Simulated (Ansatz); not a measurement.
Lattice vibrations of CoO at Γ at 15 GPa

Computed with DFT LDA, scalar-relativistic, plane waves, PAW (Ansatz 0.2.0). Plane waves to 420 eV; Γ-centred k mesh 18×18×8; Gaussian smearing of 0.20 eV. Collinear spin, site moments -1.4, 1.4, 0.1, -0.1 μB. Phonons by linear response, acoustic sum rule imposed.

The cell, relaxed at 15 GPa:
```xyz
4
Lattice="2.5707 0.0000 0.0000 -1.2853 2.2263 0.0000 0.0000 0.0000 5.8694" Properties=species:S:1:pos:R:3 pbc="T T T"
Co    0.0000    0.0000    0.2060
Co    0.0000    1.4842    3.1407
O     0.0000    0.0000    1.9950
O     0.0000    1.4842    4.9297
```

In a metal, frequencies and elastic constants depend on the k mesh and the smearing, soft modes and shear constants most. Other phases may be more stable at this pressure. A semilocal functional can close a gap that the real compound has.

(1) Is this structure stable against zone-centre distortions?

(2) List the optical modes at Γ (i marks imaginary ones).

Results:

(1) Yes, at Γ: no optical mode is imaginary. Strains and other wave vectors aren't tested by this run.

(2)
| frequency (THz) | degeneracy |
| --- | --- |
| 4.46 | 2 |
| 10.43 | 2 |
| 11.92 | 1 |
| 13.49 | 2 |
| 18.81 | 1 |
| 18.96 | 1 |

This wurtzite form isn't the usual stable structure of the compound at low pressure.

Cost: 1 run of about 10 core-minutes, on AMD EPYC 9R45 (Zen 5) (shared hosts).